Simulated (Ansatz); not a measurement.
The cell comes from COD entry 9012564, which wasn't checked; take it as a given geometry. The listed cell was then made from it by scaling, straining or moving an atom.

TiC: DFT, PBEsol, all-electron LAPW, scalar-relativistic (Ansatz 0.2.0). What sets it apart from a plain run of this crystal: volume scaled by 1.01.

Command: `ansatz run input.yaml --threads 1 --pin off --max-ram 3072MiB --backend cpu --events-out ev --progress --plain --runs-dir out` The run took 19 s on 1 thread of Arm Neoverse V1, with other jobs on the host, peak memory 0.41 GiB.

```yaml
crystal:
  lattice:
    - [0.0, 2.1711894216, 2.1711894216]
    - [2.1711894216, 0.0, 2.1711894216]
    - [2.1711894216, 2.1711894216, 0.0]
  atoms:
    - { symbol: Ti, position: [0.0, 0.0, 0.0] }
    - { symbol: C, position: [0.5, 0.5, 0.5] }
kpoints:
  mp_grid: { grid: [14, 14, 14] }
  band_path:
    path:
      - [0.0, 0.0, 0.0]
      - [0.5, 0.0, 0.5]
      - [0.625, 0.25, 0.625]
      - [0.375, 0.375, 0.75]
      - [0.0, 0.0, 0.0]
      - [0.5, 0.5, 0.5]
      - [0.5, 0.25, 0.75]
      - [0.5, 0.0, 0.5]
    npoints: 5
scf:
  occupations: { method: fermi_dirac, width: 0.03 }
hamiltonian:
  xc: pbesol
  pseudopotentials: { kind: all_electron, lapw: { basis_error: 0.00025 } }
output:
  forces: true
  stress: true
  eigenvalues: true
```

Output (standing set-up lines are left out):

```
LAPW: plane waves up to 9.743 Å⁻¹, error target 2.5e-4 eV per atom; small_component_spin mean_spin; C in spheres of 0.949 Å, 6 of its electrons in bands, Dirac shells []; Ti in spheres of 1.222 Å, 18 of its electrons in bands, Dirac shells []
Crystal: 2 atoms, lattice volume = 20.470 Å³
Basis set: ecut = 361.6952719092476 eV, 331 PW (Γ), exchange–correlation at level 2
iter 1 solved again at ethr=2.48e-2 eV; its pass at ethr=1.00e-1 eV (dr2=5.95e0 eV) is discarded
SCF iter   1: F=—  HF=-24244.221219 eV  |F-HF|=—  |Δ(HF+E_count)|=         —  Δρ=1.53e-1  dr2=5.95e0  ethr=2.48e-2  ⟨swp⟩=2.0  Hψ=10388  notcnv=0
preconditioner: auto → none  [insulator: Δε(μ)=0.074 eV  Ē_g=20.489 eV  σ=0.030 eV  W_gap=0.55  n_scr=8 (ndim 8)  ℏωp=30.7 eV  f_vac=0.000  D(μ)=0.15/eV (n_scr^D=0)  ε∞_Penn≈3.2]
SCF iter   2: F=—  HF=-24245.241730 eV  |F-HF|=—  |Δ(HF+E_count)|=    1.02e0  Δρ=1.76e-1  dr2=7.67e0  ethr=2.48e-2  ⟨swp⟩=3.0  Hψ=5392  notcnv=0
iter 3 solved again at ethr=6.17e-4 eV; its pass at ethr=2.48e-2 eV (dr2=1.48e-1 eV) is discarded
SCF iter   3: F=—  HF=-24242.087685 eV  |F-HF|=—  |Δ(HF+E_count)|=    3.15e0  Δρ=2.81e-2  dr2=1.49e-1  ethr=6.17e-4  ⟨swp⟩=2.0  Hψ=8527  notcnv=0
SCF iter   4: F=—  HF=-24242.010448 eV  |F-HF|=—  |Δ(HF+E_count)|=         —  Δρ=9.81e-3  dr2=1.08e-2  ethr=6.17e-4  ⟨swp⟩=3.0  Hψ=5600  notcnv=0
the basis was enlarged: its passes take 199.5 KiB over the memory plan, 1 of 1 planned eigensolver slots
SCF iter   5: F=—  HF=-24242.009052 eV  |F-HF|=—  |Δ(HF+E_count)|=   1.40e-3  Δρ=3.54e-3  dr2=2.99e-3  ethr=4.51e-5  ⟨swp⟩=2.0  Hψ=5184  notcnv=0
SCF iter   6: F=—  HF=-24242.007557 eV  |F-HF|=—  |Δ(HF+E_count)|=   1.50e-3  Δρ=1.51e-3  dr2=5.03e-4  ethr=1.25e-5  ⟨swp⟩=2.0  Hψ=4767  notcnv=0
SCF iter   7: F=—  HF=-24242.007088 eV  |F-HF|=—  |Δ(HF+E_count)|=   4.69e-4  Δρ=5.88e-4  dr2=6.84e-5  ethr=2.10e-6  ⟨swp⟩=2.0  Hψ=4772  notcnv=0
SCF iter   8: F=—  HF=-24242.006987 eV  |F-HF|=—  |Δ(HF+E_count)|=   1.01e-4  Δρ=1.19e-4  dr2=2.52e-6  ethr=2.85e-7  ⟨swp⟩=2.1  Hψ=4797  notcnv=0
SCF iter   9: F=—  HF=-24242.006983 eV  |F-HF|=—  |Δ(HF+E_count)|=   4.63e-6  Δρ=1.19e-5  dr2=2.19e-8  ethr=1.05e-8  ⟨swp⟩=3.0  Hψ=4975  notcnv=0
SCF iter  10: F=-24242.006983 eV  HF=-24242.006983 eV  |F-HF|=5.82e-11  |Δ(HF+E_count)|=   5.04e-8  Δρ=3.10e-7  dr2=1.16e-11  ethr=9.12e-11  ⟨swp⟩=3.0  Hψ=5080  notcnv=0
SCF 1 converged in 10 iterations: F = -24242.006983 eV  dr2 = 1.16e-11
NSCF: frozen V_eff on 36 k-points
SCF converged after 10 iterations
Free energy (F): -24242.006983 eV
Harris-Foulkes:  -24242.006983 eV  (|F-HF|=5.82e-11)
Internal energy: -24242.006032 eV  (E = F + TS)
E sigma→0 (E₀):  -24242.006507 eV
Entropy (-TS):   -0.000950 eV (-0.475 meV/atom)
Fermi energy:    14.882160 eV
--- Per-component energies (eV) ---
  E_band       = -3140.836983
  E_kinetic    = 24455.347763
  E_xc         = -1264.552149
  E_electrostatic = -47432.801646  (all electrons and nuclei)
  E_smearing   = -0.000950  (= −TS)
  E_closure    = 0.000000  (closes the sum)
  E_atoms      = -24223.322356  (free atoms, spherical and without spin; not in F)
  Σ components = -24242.006983   (vs F -24242.006983, Δ=0.00e0)
  Basis errors (estimates in eV, not in F): energy 7.6e-5 per atom: plane waves 6.5e-5 (3.7e-5 summed), levels above the bands 6.0e-29, relativity 5.0e-9, radial functions 1.1e-5, core shells 2.5e-7; eigenvalues (radial functions only) 8.8e-7; not estimated: angular momenta, meshes, grids; target (lapw.basis_error) 2.5e-4; muffin-tin radii C 0.949 Å, Ti 1.222 Å
--- Forces (eV/Å), atoms counted from 1 ---
  atom   1  Ti    -0.00000000     0.00000000    -0.00000000
  atom   2  C      0.00000000    -0.00000000    -0.00000000
  max |Σ_I F_I| component: 1.74e-30 eV/Å
--- Stress (GPa, compression-positive) ---
       -8.564951      -0.000000      -0.000000
       -0.000000      -8.564951       0.000000
       -0.000000       0.000000      -8.564951
  P = ⅓ Tr σ = -8.5650 GPa (-85.650 kbar)
--- Band table (eV; the first three rows and the last of 104) ---
  k-point 0: bands = ["-422.9162", "-422.9162", "-422.9162", "-248.4853", "-41.4226", "-17.5653", "-17.5653", "-17.5653", "2.5504", "15.5568", "15.5568", "15.5568", "16.5822", "16.5822", "16.5822", "16.6111"]
  k-point 1: bands = ["-422.9162", "-422.9162", "-422.9162", "-248.4853", "-41.4191", "-17.5908", "-17.5677", "-17.5677", "2.6660", "15.0145", "15.2773", "15.2773", "15.8924", "15.8924", "16.8580", "17.7485"]
  k-point 2: bands = ["-422.9162", "-422.9162", "-422.9162", "-248.4853", "-41.4090", "-17.6617", "-17.5745", "-17.5745", "3.0032", "13.9702", "14.3905", "14.3905", "16.0492", "16.0492", "17.2125", "18.9627"]
  k-point 103: bands = ["-422.9162", "-422.9162", "-422.9162", "-248.4853", "-41.3257", "-17.8975", "-17.8380", "-17.7406", "5.4164", "11.6301", "11.8900", "12.3018", "17.2844", "17.9592", "18.3959", "19.7922"]
```
